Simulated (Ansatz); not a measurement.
input.yaml (Ansatz)

```yaml
crystal:
  lattice:
    - [5.8155689108, 0.0, 0.0]
    - [-2.9077844554, 5.0364304142, 0.0]
    - [0.0, 0.0, 3.4388389685]
  atoms:
    - { symbol: Na, position: [1.0, 1.0, 0.0] }
    - { symbol: Na, position: [0.3333333333, 0.6666666667, 0.5] }
    - { symbol: Na, position: [0.6666666667, 0.3333333333, 0.5] }
hamiltonian:
  xc: lda
  pseudopotentials:
    kind: paw
    azcp:
      Na: "pseudopotentials/Na.paw.azcp"
basis:
  ecutwfc: 420
  fft_grid_basis: typed
kpoints:
  mp_grid: { grid: [8, 8, 12], shift: [0, 0, 0] }
magnetization:
  spin_polarized: false
scf:
  occupations: { method: fermi_dirac, width: 0.1 }
```

Terminal output

```
Warning: the record states the generating functional pbe (its physics header spells it `PBE`), which answers neither for hamiltonian.xc's functional nor for the lda family's — results may be inconsistent (PPs are generated against a specific XC)
Engine: ansatz 0.2.0, x86_64-unknown-linux-gnu
Pseudopotentials: kind: paw
Pseudopotential: Na, paw, valence charge 9, recommended cutoff 420 eV (normal) 
Functional definition: SPW92
  exchange = slater_x
  correlation = pw_c
Crystal: 3 atoms, lattice volume = 100.723 Å³
Basis set: ecut = 420 eV, 1955 PW (Γ)
Bands: 18, of which v1, the nominal top of the filled ones, is band 14 counted from 1 (13 counted from 0)
Symmetry: 24 space group operations
Space group: P6/mmm (ITA 191), of the structure as read, at distance tolerance 4.7e-5 Å
k-points: 70 of 768
Non-local potential: Na, projectors of the file, l = 0: 3, l = 1: 2, l = 2: 1
PAW form: soft (Blöchl's): semilocal exchange-correlation on the pseudo side does not see the compensation charge
PAW frozen core: Na, regenerated for the run's functional, and the local potential with it (the file was generated under x = pbe(κ = 0.804, μ = 0.2195149727645171), c = pbe(β = 0.06672455060314922))
PAW one-centre angular grid: Na, 110 points (default); XC on 64 Gauss nodes
Initial density: superposition of atomic densities (neutral atoms: chi_scale 0, normalization atom), corrected by the library's trained network
Initial wavefunctions: pseudopotential atomic-orbital guess
Functional: x = slater, c = lda
SCF iter   1: F=—  HF=-4399.822910 eV  |F-HF|=—  |Δ(HF+E_count)|=         —  Δρ=5.51e-3  dr2=1.26e-2  ethr=1.77e-3  ⟨swp⟩=4.2  Hψ=5375  notcnv=0
SCF iter   2: F=—  HF=-4399.811704 eV  |F-HF|=—  |Δ(HF+E_count)|=   1.12e-2  Δρ=1.60e-3  dr2=1.26e-3  ethr=4.65e-5  ⟨swp⟩=2.0  Hψ=2687  notcnv=0
SCF iter   3: F=—  HF=-4399.811277 eV  |F-HF|=—  |Δ(HF+E_count)|=   4.27e-4  Δρ=2.56e-4  dr2=5.94e-5  ethr=4.68e-6  ⟨swp⟩=2.0  Hψ=2100  notcnv=0
SCF iter   4: F=—  HF=-4399.811337 eV  |F-HF|=—  |Δ(HF+E_count)|=   5.92e-5  Δρ=9.17e-5  dr2=6.74e-6  ethr=2.20e-7  ⟨swp⟩=2.0  Hψ=2157  notcnv=0
SCF iter   5: F=—  HF=-4399.811337 eV  |F-HF|=—  |Δ(HF+E_count)|=   5.73e-9  Δρ=6.32e-5  dr2=2.20e-6  ethr=2.50e-8  ⟨swp⟩=2.0  Hψ=2204  notcnv=0
SCF iter   6: F=—  HF=-4399.811335 eV  |F-HF|=—  |Δ(HF+E_count)|=   1.52e-6  Δρ=1.45e-5  dr2=1.52e-7  ethr=8.16e-9  ⟨swp⟩=2.0  Hψ=2100  notcnv=0
SCF iter   7: F=-4399.811335 eV  HF=-4399.811335 eV  |F-HF|=4.91e-9  |Δ(HF+E_count)|=   7.45e-8  Δρ=2.67e-6  dr2=6.35e-9  ethr=3.70e-10  ⟨swp⟩=2.0  Hψ=2480  notcnv=0
SCF 1 converged in 7 iterations: F = -4399.811335 eV  dr2 = 6.35e-9
SCF converged after 7 iterations
Free energy (F): -4399.811335 eV
Harris-Foulkes:  -4399.811335 eV  (|F-HF|=4.91e-9)
Internal energy: -4399.764743 eV  (E = F + TS)
E sigma→0 (E₀):  -4399.788039 eV
Entropy (-TS):   -0.046593 eV (-15.531 meV/atom)
Fermi energy:    2.005341 eV
--- Per-component energies (eV) ---
  E_band       = -713.250641
  E_kinetic    = 360.725594
  E_local      = -4244.578586  (includes V_loc(G=0)·N_el)
  E_nonlocal   = 350.007434
  E_hartree    = 1544.022808
  E_xc         = -112.361275
  E_vxc        = -146.200800  (∫ρ·V_xc dr)
  E_paw        = -734.013251  (= ΣΔE_a)
  E_vpaw       = -121.247210  (= ΣTr[D̂ρ^β])
  E_aug_tail   = -0.000035  (compensation charges beyond the density's cutoff)
  E_ewald      = -1563.990102
  E_core_change = 0.422670  (= ΣΔE_core)
  E_smearing   = -0.046593  (= −TS)
  E_closure    = -0.000000  (closes the sum)
  Σ components = -4399.811335   (vs F -4399.811335, Δ=0.00e0)
```
